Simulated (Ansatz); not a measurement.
TiTeSe in space group P3m1 (No. 156; Ti on 1a, Te on 1c, Se on 1b), r²SCAN in the plane-wave PAW code Ansatz, all energies at zero smearing, with the estimated change up to a 700 eV cutoff added, with one set of potentials and settings (totals compare only within such a set). Cell of 3 atoms (1 Ti, 1 Te, 1 Se): -14980.651 eV.

| element | reference phase | E (eV/atom) |
|---|---|---|
| Ti | P6/mmm, 3 atoms in the cell | -2504.3941 |
| Te | P3_121, 3 atoms in the cell | -6994.9041 |
| Se | P3_121, 3 atoms in the cell | -5478.1406 |

Formation energy per atom, worked out: (-14980.651 − 1×(-2504.3941) − 1×(-6994.9041) − 1×(-5478.1406))/3 = -1.071 eV/atom (-103 kJ per mol of atoms), at 0 K, without zero-point energy or fitted corrections.

The first step of the workflow began from a Materials Project structure, measured or hypothetical; the Crystallography Open Database copy checked does not list it. Whether it is the stable phase at ambient conditions was not checked. The r²SCAN relaxation kept the symmetry of its start; whether a distortion lowers the energy is not shown. The run is not spin-polarised. A crystal of weakly bound layers computed without a dispersion correction: the cell and the soft elastic constants depend strongly on that. The references are the lowest solids computed at this level, not always the standard phases. Spin–orbit coupling is left out wherever it is not named.

Potentials: the earlier of the program's two PAW sets.
